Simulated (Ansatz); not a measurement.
# Structure relaxation, Be

The start is a relaxed Be cell, doubled along one cell vector, shaken by Gaussian noise of σ = 0.08 Å a coordinate. The structure is fully relaxed (lattice and positions, P = 0) with PBEsol (plane waves to 420 eV, PAW, scalar-relativistic; Ansatz, a program for electronic structure). First-step values are on the input's coarse k-mesh.

Ansatz input (later rounds restart from its end on a renewed k-mesh):
Ansatz 0.2 input:
```yaml
crystal:
  lattice:
    - [0, 1.5737899609, 1.5737899609]
    - [3.1475799218, 0, 3.1475799218]
    - [1.5737899609, 1.5737899609, 0]
  atoms:
    - { symbol: Be, position: [0.4870105091, 0.2222945668, 0.4329436232] }
    - { symbol: Be, position: [0.5096981844, 0.7732719816, 0.443833028] }
basis: { ecutwfc: 420, ecutrho_ratio: 4, xc_grid: 2, fft_grid_basis: typed }
kpoints: { mp_grid: { grid: [18, 9, 18] } }
hamiltonian:
  xc: pbesol
  dispersion: none
  pseudopotentials: { azcp: { folder: ./paw }, kind: paw }
scf: { occupations: { method: fermi_dirac, width: 0.05 } }
relax: { f_tol: 0.01, max_steps: 100, cell: { stress_tol: 0.02 } }
output: { forces: true, stress: true }
```

**Question.** What pressure does the first self-consistent step give?

**Answer.** +3.9 GPa (positive: the cell is compressed).

**Question.** What is the largest force in the starting geometry, and on which atom (counted from 1)?

**Answer.** 1.60 eV/Å, on Be1, Be2 (atoms numbered as listed).

**Question.** How much energy is released per atom?

**Answer.** 0.10 eV/atom.

**Question.** Does it find its way back to the structure it was made from?

**Answer.** It returns to the parent structure, Fm-3m (No. 225).

**Question.** How do the shortest distances between atoms change?

**Answer.** The closest pairs of elements (up to four, under 3.6 Å), start → end: Be–Be 1.96 → 2.23 Å.

**Question.** Is the relaxed structure metallic? Give its gap.

**Answer.** Zero (metallic).

It ends as:

Space group Fm-3m (No. 225); a = b = c = 3.148 Å, α = β = γ = 90.00°

```
atom  site  symmetry       x       y       z
----  ----  --------  ------  ------  ------
Be      4a      m-3m  0.0000  0.0000  0.0000
```
(The calculation used a cell of 1 atom; values per cell refer to that cell.)

Final values are on a 25×25×25 k-mesh of the relaxed cell. No spin polarisation in the result.

The run could not lose the symmetry of its start, so the end can be a saddle point.

The relaxed structure here is a generated cell of Be: the first start was made by placing the elements on the sites of a structure type, and the end was not matched to a known phase here, so it may be hypothetical. Known forms of Be include space group No. 194.
